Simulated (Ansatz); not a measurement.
**Calculated 33S NMR of the central transition for ScNbP2SO12**

Cell: a Materials Project structure (computed, not necessarily an observed phase).

Space group Cc (No. 9); a = 15.3320, b = 8.8324, c = 9.2015 Å, β = 124.33°.

| site | Wyckoff | site symmetry | x | y | z |
| --- | --- | --- | --- | --- | --- |
| Sc | 4a | 1 | 0.3931 | 0.2524 | 0.9330 |
| Nb | 4a | 1 | 0.6039 | 0.7599 | 0.0709 |
| P5 | 4a | 1 | 0.4965 | 0.9636 | 0.2472 |
| P6 | 4a | 1 | 0.8565 | 0.8935 | 0.2470 |
| S | 4a | 1 | 0.1432 | 0.8952 | 0.2495 |
| O11 | 4a | 1 | 0.4326 | 0.0615 | 0.0867 |
| O12 | 4a | 1 | 0.5513 | 0.3278 | 0.0922 |
| O13 | 4a | 1 | 0.8579 | 0.8635 | 0.0871 |
| O17 | 4a | 1 | 0.5712 | 0.9334 | 0.9150 |
| O18 | 4a | 1 | 0.4567 | 0.6830 | 0.9140 |
| O19 | 4a | 1 | 0.1404 | 0.1282 | 0.9074 |
| O23 | 4a | 1 | 0.4331 | 0.1410 | 0.7814 |
| O24 | 4a | 1 | 0.8532 | 0.9407 | 0.7808 |
| O25 | 4a | 1 | 0.2387 | 0.1682 | 0.7749 |
| O29 | 4a | 1 | 0.5741 | 0.8641 | 0.2222 |
| O30 | 4a | 1 | 0.1434 | 0.0639 | 0.2233 |
| O31 | 4a | 1 | 0.7544 | 0.8151 | 0.2175 |

One atom of each set is listed; the run and its k-mesh use a cell of 34 atoms with edges of 8.85, 8.85, 9.20 Å.

The numbers come from a DFT calculation in Ansatz (r2SCAN, plane waves and PAW, scalar-relativistic, 500 eV cutoff, Γ-centred 3×3×3 k-points, Fermi–Dirac smearing 0.02 eV).

33S has I = 3/2 and Q = -69.40 mb (Pyykkö 2018); at 23.5 T its Larmor frequency is ν₀ = 76.9 MHz. Only the quadrupole interaction is simulated: positions count from each site's isotropic chemical shift, and shift anisotropy, dipolar and J coupling are left out.

Problem. Simulate the second-order pattern (static powder, Gaussian broadening 1 kHz) of site S (4 O at 1.46–1.51 Å).

Solution. The calculation gives C_Q = 4.43 MHz and η = 0.41, so ν_Q = 2.21 MHz and the centre of gravity lies at -87.6 ppm (-6.74 kHz).

| offset (kHz) | height |
| --- | --- |
| -32.51 | 0 |
| -30.32 | 15 |
| -28.12 | 43 |
| -25.93 | 45 |
| -23.73 | 48 |
| -21.54 | 52 |
| -19.34 | 57 |
| -17.14 | 63 |
| -14.95 | 75 |
| -12.75 | 100 |
| -10.56 | 80 |
| -8.36 | 69 |
| -6.17 | 64 |
| -3.97 | 62 |
| -1.77 | 62 |
| 0.42 | 59 |
| 2.62 | 52 |
| 4.81 | 59 |
| 7.01 | 78 |
| 9.20 | 94 |
| 11.40 | 50 |
| 13.60 | 42 |
| 15.79 | 14 |
| 17.99 | 0 |

At this cell the principal stresses reach 5 GPa in size with r2SCAN, which can matter for small gradients. The largest force is 0.5 eV/Å, so the atoms aren't at the calculated equilibrium and relaxing them would move these values.
